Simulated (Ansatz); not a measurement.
BiPt, DFT, LDA, all-electron LAPW, scalar-relativistic (Ansatz 0.2.0), run on 1 thread of Arm Neoverse V2 on a shared host.

The cell is COD entry 9008911, as deposited and not checked against the literature; nothing was relaxed. The listed cell was then made from it by scaling, straining or moving an atom.

Command: `ansatz run input.yaml --threads 1 --pin off --max-ram 4096MiB --backend cpu --events-out ev --progress --plain --runs-dir out`

```yaml
crystal:
  lattice:
    - [4.2566822037, 0.0, 0.0]
    - [-2.1283411019, 3.6863949243, 0.0]
    - [0.0, 0.0, 5.4158017152]
  atoms:
    - { symbol: Bi, position: [0.3333333333, 0.6666666667, 0.25] }
    - { symbol: Bi, position: [0.6666666667, 0.3333333333, 0.75] }
    - { symbol: Pt, position: [0.0, 0.0, 0.0] }
    - { symbol: Pt, position: [0.0, 0.0, 0.5] }
kpoints:
  mp_grid: { grid: [9, 9, 6] }
  band_path:
    path:
      - [0.0, 0.0, 0.0]
      - [0.5, 0.0, 0.0]
      - [0.3333333333, 0.3333333333, 0.0]
      - [0.0, 0.0, 0.0]
      - [0.0, 0.0, 0.5]
      - [0.5, 0.0, 0.5]
      - [0.3333333333, 0.3333333333, 0.5]
      - [0.0, 0.0, 0.5]
      - [0.5, 0.0, 0.5]
    npoints: 5
scf:
  occupations: { method: fermi_dirac, width: 0.05 }
hamiltonian:
  xc: lda
  pseudopotentials: { kind: all_electron, lapw: { basis_error: 0.0005 } }
output:
  forces: true
  stress: true
  eigenvalues: true
```

(1) How large is the problem that the program sets up?

(2) Estimate the wall time and the peak memory.

## Answers

(1) 48 irreducible k-points, 1023 plane waves at Γ, 107 bands.

(2) 2.9 min of wall time for 7 SCF iterations, with a peak of 1 GiB. Times on shared machines scatter by tens of per cent.
